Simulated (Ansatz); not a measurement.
## MgZn$_{2}$ and MgCd$_{2}$: one element swapped

```
Mg Zn
1.0
     2.56673    4.44570    0.00000
    -2.56673    4.44570    0.00000
     0.00000    0.00000    8.45276
Mg Zn
4 8
Direct
  0.33333 0.33333 0.06681
  0.66667 0.66667 0.56681
  0.33333 0.33333 0.43319
  0.66667 0.66667 0.93319
  0.00000 0.00000 0.00000
  0.00000 0.00000 0.50000
  0.33977 0.83012 0.25000
  0.16988 0.16988 0.75000
  0.83012 0.33977 0.25000
  0.66023 0.16988 0.75000
  0.83012 0.83012 0.25000
  0.16988 0.66023 0.75000
```

All energies were calculated with Ansatz 0.2.0 (r2SCAN; 500 eV; 8×8×4 Γ-centred mesh; fermi-dirac occupations of width 0.100 eV). Spin: none. Single points at fixed atoms.

Now every Zn is replaced by Cd on the same fractional sites, and the cell goes from 16.08 to 23.56 Å³ an atom (a = 5.831 Å, b = 5.831 Å, c = 9.601 Å, α = 90.00°, β = 90.00°, γ = 60.00°; 7×7×4 Γ-centred mesh, fermi-dirac occupations of width 0.100 eV).

Problem. Give the results for both cells and read them.

Solution. The runs give:

```
                  quantity  MgZn$_{2}$  MgCd$_{2}$
            pressure (GPa)        -0.2        -3.2
formation energy (eV/atom)      -0.159       0.000
```

Mean Bader charges in e: Zn -0.78 becomes Cd -0.65; Mg +1.56 → +1.30. Cd is about as electronegative as Zn (Pauling 1.69 against 1.65), in the same group; its site ends 0.13 e more positive, which electronegativity alone doesn't explain; the Mg atoms balance it. Neither shows a clear gap on its mesh. At these unrelaxed cells the formation energy of MgZn$_{2}$ is the lower, by 0.16 eV an atom.

Origins: MgZn2, a database entry at a slightly scaled volume; MgCd2, a known structure type with other elements put in, at an estimated volume. An invented cell need not be a known compound.

Caveats: atoms and cells are not relaxed; pressure is positive in compression; a dash marks a value that doesn't apply or isn't given.
